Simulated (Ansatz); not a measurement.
TiN (rock salt)

```yaml
crystal:
  lattice:
    - [0.00000, 2.10198, 2.10198]
    - [2.10198, 0.00000, 2.10198]
    - [2.10198, 2.10198, 0.00000]
  atoms:
    - { symbol: N, position: [0.00000, 0.00000, 0.00000] }
    - { symbol: Ti, position: [0.50000, 0.50000, 0.50000] }
```

The slice is a {100} plane (indices of the conventional cell) through the point (0.000, 0.000, 0.000) (fractional), spanned by u = [100] and v = [0 1 -1] in vectors of this cell: u (2.97 Å) and v (2.97 Å, at 90° to u). It covers one period; positions are fractions (u, v).

Level of theory: PBEsol (plane waves to 420 eV, PAW, scalar-relativistic; Ansatz, a quantum-chemistry and plane-wave program). k mesh 19×19×19. These are valence fields of a PAW run, semicore shells included where kept as valence: close to a nucleus they are smooth pseudo fields. TiN is run without spin polarisation. TiN was relaxed with its symmetry unable to fall.

Three fields on this plane, each scaled to ten steps between its own extremes (0 low, 9 high; the total valence density on a logarithmic scale, the potential cut 8 eV below its top; x marks points blanked near nuclei; v = 0 in the bottom row):

Map A
```
|xxxxxxxx999999999xxxxxxx|
|xxxxxxx78887778887xxxxxx|
|xxxxxxx66654445666xxxxxx|
|xxxxxxx54200000245xxxxxx|
|xxxxxx42000xxx00024xxxxx|
|xxxxx410xxxxxxxxx014xxxx|
|xx76520xxxxxxxxxxx02567x|
|998640xxxxxxxxxxxxx04689|
|998620xxxxxxxxxxxxx02689|
|997500xxxxxxxxxxxxx00579|
|99740xxxxxxxxxxxxxxx0479|
|99740xxxxxxxxxxxxxxx0479|
|99740xxxxxxxxxxxxxxx0479|
|997500xxxxxxxxxxxxx00579|
|998620xxxxxxxxxxxxx02689|
|998640xxxxxxxxxxxxx04689|
|xx76520xxxxxxxxxxx02567x|
|xxxxx410xxxxxxxxx014xxxx|
|xxxxxx42000xxx00024xxxxx|
|xxxxxxx54200000245xxxxxx|
|xxxxxxx66654445666xxxxxx|
|xxxxxxx78887778887xxxxxx|
|xxxxxxxx999999999xxxxxxx|
|xxxxxxxx999999999xxxxxxx|
```

Map B
```
|xxxxxxxx852111258xxxxxxx|
|xxxxxxx96310001369xxxxxx|
|xxxxxxx74100000147xxxxxx|
|xxxxxxx41000000014xxxxxx|
|xxxxxx41001xxx10014xxxxx|
|xxxxx410xxxxxxxxx014xxxx|
|xx97410xxxxxxxxxxx01479x|
|886410xxxxxxxxxxxxx01468|
|553100xxxxxxxxxxxxx00135|
|321001xxxxxxxxxxxxx10012|
|11000xxxxxxxxxxxxxxx0001|
|11000xxxxxxxxxxxxxxx0001|
|11000xxxxxxxxxxxxxxx0001|
|321001xxxxxxxxxxxxx10012|
|553100xxxxxxxxxxxxx00135|
|886410xxxxxxxxxxxxx01468|
|xx97410xxxxxxxxxxx01479x|
|xxxxx410xxxxxxxxx014xxxx|
|xxxxxx41001xxx10014xxxxx|
|xxxxxxx41000000014xxxxxx|
|xxxxxxx74100000147xxxxxx|
|xxxxxxx96310001369xxxxxx|
|xxxxxxxx852111258xxxxxxx|
|xxxxxxxx853111358xxxxxxx|
```

Map C
```
|xxxxxxxx742000247xxxxxxx|
|xxxxxxx96421012469xxxxxx|
|xxxxxxx96432223469xxxxxx|
|xxxxxxx86555555568xxxxxx|
|xxxxxx98789xxx98789xxxxx|
|xxxxx989xxxxxxxxx989xxxx|
|xx99889xxxxxxxxxxx98899x|
|776667xxxxxxxxxxxxx76667|
|444458xxxxxxxxxxxxx85444|
|222359xxxxxxxxxxxxx95322|
|00125xxxxxxxxxxxxxxx5210|
|00025xxxxxxxxxxxxxxx5200|
|00125xxxxxxxxxxxxxxx5210|
|222359xxxxxxxxxxxxx95322|
|444458xxxxxxxxxxxxx85444|
|776667xxxxxxxxxxxxx76667|
|xx99889xxxxxxxxxxx98899x|
|xxxxx989xxxxxxxxx989xxxx|
|xxxxxx98789xxx98789xxxxx|
|xxxxxxx86555555568xxxxxx|
|xxxxxxx96432223469xxxxxx|
|xxxxxxx96421012469xxxxxx|
|xxxxxxxx742000247xxxxxxx|
|xxxxxxxx742000247xxxxxxx|
```

Q: Assign the maps to these fields: electron localisation function (ELF); valence electron density; electrostatic potential energy of an electron, from the cell's mean.

A: A is the electrostatic potential energy of an electron, from the cell's mean; B is the electron localisation function (ELF); C is the valence electron density.
